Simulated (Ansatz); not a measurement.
Ta₂SiN:
Space group P6₃/mmc (No. 194); a = 3.2238 Å, b = 3.2238 Å, c = 12.0097 Å, α = 90.00°, β = 90.00°, γ = 120.00°

```
atom  site  symmetry       x       y       z
----  ----  --------  ------  ------  ------
Si      2d      -6m2  0.6667  0.3333  0.2500
Ta      4f       3m.  0.3333  0.6667  0.0958
N       2a      -3m.  0.0000  0.0000  0.0000
```

Relaxed with r²SCAN.

Tabulate the valence density and the electron localisation function along the shortest Ta–N contact (2.19 Å), DFT-r²SCAN in the program Ansatz with PAW potentials.



| distance from Ta (Å) | density (e/Å³) | ELF |
|---|---|---|
| 0.22 | 4.08 | 0.19 |
| 0.33 | 4.71 | 0.47 |
| 0.44 | 4.72 | 0.68 |
| 0.55 | 4.04 | 0.75 |
| 0.66 | 2.95 | 0.73 |
| 0.77 | 1.87 | 0.61 |
| 0.88 | 1.10 | 0.38 |
| 0.98 | 0.71 | 0.20 |
| 1.09 | 0.58 | 0.17 |
| 1.20 | 0.59 | 0.30 |
| 1.31 | 0.73 | 0.56 |
| 1.42 | 0.98 | 0.74 |
| 1.53 | 1.38 | 0.80 |
| 1.64 | 2.00 | 0.78 |
| 1.75 | 2.74 | 0.68 |
| 1.86 | 3.27 | 0.47 |
| 1.97 | 3.42 | 0.21 |

The density is the valence pseudo-density with augmentation charge, so density and ELF within about 1 Å of a nucleus are not all-electron values.

Space group P6_3/mmc. The start of the workflow was typed in or built on a structure type; neither database checked (COD, Materials Project) lists it. Its standing as an ambient phase is unchecked. The cell was relaxed with r²SCAN under the symmetry of its start; whether a distortion lowers the energy is not shown. No spin polarisation was allowed. Spin–orbit coupling is left out wherever it is not named.

Potentials: the earlier of the program's two PAW sets.
